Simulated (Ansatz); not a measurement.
In the program Ansatz at the PBE+D3(BJ) level (PAW), Si12W in the hexagonal phase (P6/mmm; W on 1a, Si on 12n) relaxes to a = 7.092 Å, c = 5.171 Å. Its formation energy from the elements is 0.34 eV/atom, with no fitted shifts.

Electronic character: metallic (no gap). Gap from PBE+D3(BJ) with spin–orbit coupling: none (metallic).

The bulk modulus is 106 GPa.

The start of the workflow was typed in or built on a structure type; neither database checked (COD, Materials Project) lists it. Whether it is the stable phase at ambient conditions was not checked. The cell was relaxed with PBE+D3(BJ) under the symmetry of its start; whether a distortion lowers the energy is not shown. The run is not spin-polarised. Its formation energy is positive at this level, so the cell may be metastable or incomplete. The references are the lowest solids computed at this level, not always the standard phases. Spin–orbit coupling is left out wherever it is not named.

Potentials: the earlier of the program's two PAW sets.
